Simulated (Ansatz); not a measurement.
# SiGe: computed property card

SiGe:
```
CELL_PARAMETERS angstrom
     -1.96253     1.96253    13.88659
      1.96253    -1.96253    13.88659
      1.96253     1.96253   -13.88659
ATOMIC_POSITIONS crystal
  Si 0.90357 0.90357 0.00000
  Si 0.45168 0.95168 0.50000
  Si 0.50000 0.50000 0.00000
  Si 0.04832 0.54832 0.50000
  Si 0.09643 0.09643 0.00000
  Ge 0.64628 0.14628 0.50000
  Ge 0.69825 0.69825 0.00000
  Ge 0.25000 0.75000 0.50000
  Ge 0.30175 0.30175 0.00000
  Ge 0.85372 0.35372 0.50000
```

Space group I-4m2 (No. 119); conventional cell a = b = 3.9251 Å, c = 27.7732 Å, α = β = γ = 90.00°.

Method: plane-wave PAW r²SCAN (Ansatz code). The cell and atoms are relaxed at this level. Other levels are named where they apply.

Cell and energy:

```yaml
volume_per_atom: 21.39 Å³
density: 3.91 g/cm³
Formation energy from the elements (no fitted shifts): 8 meV/atom
```

Electronic structure:

```yaml
band_gap: 0.53 eV (direct)
valence_band_maximum: at Γ
conduction_band_minimum: at Γ
electron_effective_mass: 0.19, 0.19, 1.7 mₑ (principal values)
Weight of the conduction-edge state by species (Voronoi cells): Si 85 %, Ge 15 %
Hole effective mass, band 1 of 2 at the edge: 2.0 along x, 0.24 along z (mₑ)
Hole effective mass, band 2 of 2 at the edge: 0.070 along x, 0.24 along z (mₑ)
Weight of the valence-edge state by species (Voronoi cells): Ge 61 %, Si 39 %
```

Mechanics:

```yaml
Bulk modulus (Birch–Murnaghan fit): 84.2 GPa
Pressure derivative B′: 4.5
```

Charges:

```yaml
bader_charges: Si -0.01 to +0.17, Ge -0.19 to 0.00 e
```

The start of the workflow was typed in or built on a structure type; neither database checked (COD, Materials Project) lists it. Its standing as an ambient phase is unchecked. Symmetry was held in the r²SCAN relaxation; whether a distortion lowers the energy is not shown. The references are the lowest solids computed at this level, not always the standard phases. Spin–orbit coupling is left out wherever it is not named.

Potentials: the earlier of the program's two PAW sets.
